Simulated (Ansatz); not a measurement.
# Al₃Ni₅: energy along a strain

Al₃Ni₅, Cmmm, a = 6.587 Å, b = 7.384 Å, c = 3.720 Å. The structure is a Materials Project entry; whether it is the stable form wasn't checked. Ansatz: PBEsol, PAW, 420 eV, Γ-centred 8×8×10 mesh on 8 atoms, Gaussian smearing 0.15 eV; no spin polarisation. Cell vectors (Å): 3.293 -3.692 0.000; 3.293 3.692 0.000; 0.000 0.000 3.720. The cell is strained by x per cent times the pattern (0 1 0 0 0 0) in the order xx yy zz yz xz xy (engineering shears), with fractional coordinates held. y is the free energy over the start, V0 = 11.309 Å³/atom.

```tsv
x (%)	y (meV/atom)
-6.00	?
-4.50	21.15
-3.00	9.26
-1.50	2.32
0.00	0.00
1.50	2.01
3.00	8.06
4.50	17.85
5.25	24.05
6.00	31.08
```

Question: Fit y = c1 x + c2 x² + c3 x³ to the other rows, get the stiffness along the pattern, and predict the missing energy.

Answer: Least squares on the rows shown. y = −0.069003 x + 0.96285 x² − 0.014680 x³. The clamped-ion stiffness p·C·p = 2 × 9.628 eV × 160.2 / 11.309 Å³ = 273 GPa, which is C22 in these axes; c1 is there for the stress left in the start, which by itself gives a slope of -0.07 meV/atom per %. At x = -6.00 the fit asked for gives 38.25 meV/atom. The run gave 38.29 meV/atom, so the fit is 0.04 meV/atom too low, a small miss on the scale of the series.

Cost: 10 runs of about 14 core-minutes in all, on Intel Xeon Processor @ 2.50GHz (Skylake/Cascade Lake) (shared hosts).